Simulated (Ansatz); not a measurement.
Below is a relaxed structure of MnCoC4N4. The cell was found from a structure generator's guess, not taken from experiment.

All numbers below come from Ansatz 0.2.0, DFT PBE, scalar-relativistic, plane waves, PAW. Cutoff 420 eV, Γ-centred mesh, Gaussian smearing, collinear spin.

```yaml
crystal:
  lattice:
    - [5.86233, 0.00000, 0.00000]
    - [0.00000, 5.86233, 0.00000]
    - [0.00000, 0.00000, 5.86233]
  atoms:
    - { symbol: Mn, position: [0.50000, 0.50000, 0.50000] }
    - { symbol: Co, position: [0.00000, 0.00000, 0.00000] }
    - { symbol: C, position: [0.18771, 0.18771, 0.18771] }
    - { symbol: C, position: [0.18771, 0.81229, 0.81229] }
    - { symbol: C, position: [0.81229, 0.18771, 0.81229] }
    - { symbol: C, position: [0.81229, 0.81229, 0.18771] }
    - { symbol: N, position: [0.30333, 0.30333, 0.30333] }
    - { symbol: N, position: [0.30333, 0.69667, 0.69667] }
    - { symbol: N, position: [0.69667, 0.30333, 0.69667] }
    - { symbol: N, position: [0.69667, 0.69667, 0.30333] }
```

Energies over the elements count from the elements' standard structures at the same level (N₂ as a molecule), with no fitted energy shifts.

Q: What space group does it have?

A: P-43m (No. 215). Conventional cell: a = 5.862 Å. Mn is surrounded by 4 N at 2.00 Å; around Co lie 4 C at 1.91 Å; C is surrounded by 1 N at 1.17 Å and 1 Co at 1.91 Å; N is surrounded by 1 C at 1.17 Å and 1 Mn at 2.00 Å.

Q: How far does it lie from the elements in energy?

A: +0.341 eV/atom. It can't be a ground state, since the elements alone are lower.

Q: Is it a metal?

A: No, the gap on the 6×6×6 mesh is 1.02 eV.

Q: Which magnetic moments does it keep?

A: 0.20 μB per atom net, the space between the atoms included; by site: Mn 3.6; Co -1.8 μB.

Q: From what recipe could a structure generator have reached it?

A: One such recipe: two interpenetrating cyanide-bridged diamond nets (P-43m, No. 215). Other recipes can lead to the same cell.

The last run used collinear spin, a 6×6×6 mesh for its 10-atom cell and Gaussian smearing of 0.02 eV. Kohn–Sham gaps at this level usually fall short of measured ones. The reference form of C is held partly by dispersion forces, which this level lacks. Another magnetic order may lie lower. Symmetry constrained the relaxation, so the result can be a saddle point.
